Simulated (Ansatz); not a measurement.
Total density of states per atom from the program Ansatz at the r²SCAN level (PAW), in 0.25 eV bins, energy from the valence-band maximum:

(E (eV), states/eV/atom): (-7.85, 0.33); (-7.60, 0.32); (-7.35, 0.21); (-7.10, 0.14); (-6.85, 0.22); (-6.60, 0.35); (-6.35, 0.17); (-6.10, 0.08); (-5.85, 0.01); (-5.60, 0.15); (-5.35, 0.26); (-5.10, 0.35); (-4.85, 0.34); (-4.60, 0.51); (-4.35, 0.45); (-4.10, 0.51); (-3.85, 0.51); (-3.60, 0.59); (-3.35, 0.61); (-3.10, 0.52); (-2.85, 0.72); (-2.60, 0.58); (-2.35, 0.49); (-2.10, 0.65); (-1.85, 0.57); (-1.60, 0.49); (-1.35, 0.47); (-1.10, 0.52); (-0.85, 0.33); (-0.60, 0.21); (-0.35, 0.13); (-0.10, 0.04); (0.15, 0.00); (0.40, 0.00); (0.65, 0.00); (0.90, 0.00); (1.15, 0.00); (1.40, 0.03); (1.65, 0.12); (1.90, 0.19); (2.15, 0.30); (2.40, 0.51); (2.65, 0.63); (2.90, 0.55); (3.15, 0.57); (3.40, 0.67); (3.65, 0.46); (3.90, 0.36); (4.15, 0.54); (4.40, 0.73); (4.65, 0.59); (4.90, 0.61); (5.15, 0.61); (5.40, 0.49); (5.65, 0.66); (5.90, 0.62); (6.15, 0.56)

Problem. Pick the material that matches.
A. BeSiAs2, chalcopyrite
B. Mn3Si, Fm-3m (Mn on 8c, Mn on 4b, Si on 4a)
C. CsAs2Ru2, I4/mmm (Cs on 2a, As on 4e, Ru on 4d)
D. SiC, Pnma (Si on 4c, C on 4c)

Solution. A, BeSiAs2, chalcopyrite. Top 1 eV of the valence band: As 4p 81 %, Si 3p 9 %, outside the projected shells 8 %. Bottom 1 eV of the conduction band: Si 3p 30 %, As 4p 28 %, Si 3s 12 %, As 4s 7 %, outside the projected shells 21 %. Projections are on Löwdin-orthogonalised atomic valence shells; empty p or d shells of many metals are not among them.

Space group I-42d (chalcopyrite). The first step of the workflow began from a Materials Project structure, measured or hypothetical; the Crystallography Open Database copy checked does not list it. Its standing as an ambient phase is unchecked. Symmetry was held in the r²SCAN relaxation; whether a distortion lowers the energy is not shown. Scalar-relativistic: spin–orbit coupling is off unless named, which matters more the heavier the elements.

Potentials: the later of the program's two PAW sets.
